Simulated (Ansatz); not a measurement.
Trial structures of ZrNbGe2: starts and ends

These are results of DFT PBE, scalar-relativistic, plane waves, PAW in Ansatz, not measurements. Settings: cutoff 420 eV, Γ-centred meshes spaced at most about 0.3 Å⁻¹, and about 0.25 Å⁻¹ or finer for metals (2π included), Gaussian smearing. No spin polarisation in the final relaxations.

Each guess was relaxed in cell and atoms at zero pressure, within the symmetry of its start. Temperature and zero-point effects are left out. Coordination counts Ge atoms around Nb and Zr (those within 1.25 times the shortest such distance or 1.15 times the sum of covalent radii, 1.27 where that leaves under three).

```tsv
guess	made from	start group	V start (Å³/atom)	end group	V end (Å³/atom)	coordination at the end	gap on mesh (eV)	E over the lowest end (meV/atom)
1	random cell	P6mm	20.1	P6mm	24.2	Zr 6, Nb 6	0	897
2	LiGdS2 type	P4/mmm	17.4	?	?	?	?	?
3	RbCeTe2 type	R-3m	19.9	R-3m	19.3	Zr 6, Nb 6	0	0
4	random cell	I4/mmm	21.7	I4/mmm	17.9	Zr 8, Nb 8	0	109
```

Guess 2 as it starts:

```cif
data_structure
_symmetry_space_group_name_H-M 'P 1'
_symmetry_Int_Tables_number 1
_cell_length_a 3.7174
_cell_length_b 3.7174
_cell_length_c 5.0405
_cell_angle_alpha 90.000
_cell_angle_beta 90.000
_cell_angle_gamma 90.000
_cell_volume 69.66
loop_
_atom_site_label
_atom_site_type_symbol
_atom_site_fract_x
_atom_site_fract_y
_atom_site_fract_z
_atom_site_occupancy
Zr1 Zr 0.00000 0.00000 0.00000 1
Nb1 Nb 0.50000 0.50000 0.50000 1
Ge1 Ge 0.00000 0.00000 0.50000 1
Ge2 Ge 0.50000 0.50000 0.00000 1
```

Question: Predict the end of this guess and its energy over the lowest end.

Answer: It ends in space group P4/mmm (No. 123), with a = 3.796 Å, c = 5.358 Å, 19.3 Å³/atom and no gap; its coordination is Zr 6, Nb 6. It lies 30 meV/atom over the lowest end, above guess 3 and below guess 4. Counting Ge atoms around Nb and Zr, this end and the lowest (guess 3) both have Zr 6, Nb 6.

```yaml
crystal:
  lattice:
    - [3.79573, 0.00000, 0.00000]
    - [0.00000, 3.79573, 0.00000]
    - [0.00000, 0.00000, 5.35806]
  atoms:
    - { symbol: Zr, position: [0.00000, 0.00000, 0.00000] }
    - { symbol: Nb, position: [0.50000, 0.50000, 0.50000] }
    - { symbol: Ge, position: [0.00000, 0.00000, 0.50000] }
    - { symbol: Ge, position: [0.50000, 0.50000, 0.00000] }
```

Energies over the elements count from the elements' standard structures at the same level, with no fitted energy shifts.

Question: Is the lowest end bound against the elements?

Answer: Yes: its formation energy is −0.44 eV/atom. A negative formation energy is needed for stability but isn't enough: competing phases decide.

A magnetic state wasn't ruled out in cells without spin, among them P4/mmm. Cells relaxed within their symmetry can be saddle points. A lower structure may well exist outside this small set. Some structure types and database cells were kept out of the candidates from the start, so a known form may be missing.
